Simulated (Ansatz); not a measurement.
Al5GaSb6: relaxed-ion elastic tensor

The calculation used DFT PBE, scalar-relativistic, plane waves, PAW in Ansatz. Plane waves to 420 eV; Γ-centred k mesh 6×6×2; fixed occupations. No spin polarisation.

The cell, relaxed at this level:
```xyz
12
Lattice="4.4053 0.0000 0.0000 0.0000 4.4053 0.0000 0.0000 0.0000 18.6286" Properties=species:S:1:pos:R:3 pbc="T T T"
Al    0.0000    0.0000    3.1071
Al    2.2026    2.2026    6.2152
Al    2.2026    2.2026   12.4134
Al    0.0000    0.0000   15.5215
Al    2.2026    2.2026    0.0000
Ga    0.0000    0.0000    9.3143
Sb    2.2026    0.0000   17.0751
Sb    0.0000    2.2026    1.5535
Sb    2.2026    0.0000    4.6608
Sb    0.0000    2.2026    7.7645
Sb    2.2026    0.0000   10.8641
Sb    0.0000    2.2026   13.9677
```

It was reached by relaxing an invented guess, and it needn't be the stable form of this composition. Spin–orbit coupling is left out, which matters for heavy elements.

Task: Give the relaxed-ion elastic constants (GPa, Voigt order xx yy zz yz xz xy, on the Cartesian axes of the cell above).

Result:
C11 = 92.5, C12 = 18.6, C13 = 34.9, C22 = 92.5, C23 = 34.9, C33 = 75.8, C44 = 36.5, C55 = 36.5, C66 = 20.7 GPa; the others vanish.

Task: Is the crystal stable against homogeneous strain?

Result: Yes: the least eigenvalue of the tensor is 20.7 GPa.

Task: And the moduli of a polycrystal (Hill averages)?

Result: B = 49 GPa, G = 29 GPa, E = 73 GPa, ν = 0.25.
